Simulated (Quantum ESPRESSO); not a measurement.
AlMo6Rh in 5 site orders

Calculated results; nothing here was measured. They come from Quantum ESPRESSO 7.5, a public plane-wave density functional program. Each row is one single-point run on a made-up periodic cell of eight metal atoms, with elements, volume, strain and displacements drawn at random and not relaxed, so a cell may be unstable or far from any real phase. There is no spin polarisation or spin-orbit coupling.

Settings: PBE unless stated; PseudoDojo standard norm-conserving files; Fermi-Dirac width 0.25 eV, which means electrons at about 2900 K; cutoff 1197 eV; 8 x 4 x 3 k mesh shifted half a step off Gamma. E is the free energy of the whole cell (internal energy minus TS), so a -TS column is already part of it. Stress is positive in tension, and the pressure P is minus a third of its trace.

Checks: one run of this series was repeated at a higher cutoff and on a denser mesh, which moved values by no more than 0.007 eV, 0.23 GPa and 0.018 eV/Å, and a second program with other atomic files agreed on it to 2 % rms in force and 0.5 GPa in pressure. Known limits: a spin test at this wide smearing found no moment, but such smearing suppresses magnetism that the real alloy may have.

The lattice is face-centred cubic, and the cell vectors in Å are (0.000, -1.950, -1.950); (0.000, 3.899, -3.899); (7.799, 0.000, 0.000), a volume of 118.57 Å³. The runs move one Rh atom among sites that otherwise hold Mo, on the same eight displaced sites. E is counted from run 1, and the rms force is over all 24 components. Nothing is relaxed, so E mixes bonding between neighbours with strain on unrelaxed sites, and it is not an ordering energy.

| run | elements on sites 1 to 8 | E (eV) | -TS (eV) | rms force (eV/Å) | largest force (eV/Å) | P (GPa) |
|---|---|---|---|---|---|---|
| 1 | Rh Mo Mo Mo Mo Al Mo Mo | 0.000 | -1.680 | 1.411 | 3.74 | 19.34 |
| 2 | Mo Mo Rh Mo Mo Al Mo Mo | 0.279 | -1.728 | 1.539 | 4.08 | 20.25 |
| 3 | Mo Mo Mo Rh Mo Al Mo Mo | 0.070 | -1.654 | 1.333 | 3.19 | 19.84 |
| 4 | Mo Mo Mo Mo Rh Al Mo Mo | -0.093 | -1.672 | 1.350 | 3.22 | 18.93 |
| 5 | Mo Mo Mo Mo Mo Al Mo Rh | 0.248 | -1.718 | 1.358 | 3.78 | ? |

## Worked fit

A straight line through the runs shown gives P = 19.37 + 3.51 E GPa with E in eV, an error of 0.70 on the slope and a scatter of 0.19 GPa. At this fixed volume the orders of higher energy tend to have the higher pressure.

## Withheld value

Question: what pressure should run 5 give?

The fit gives 20.24 ± 0.25 GPa. The calculation gave 20.01 GPa.
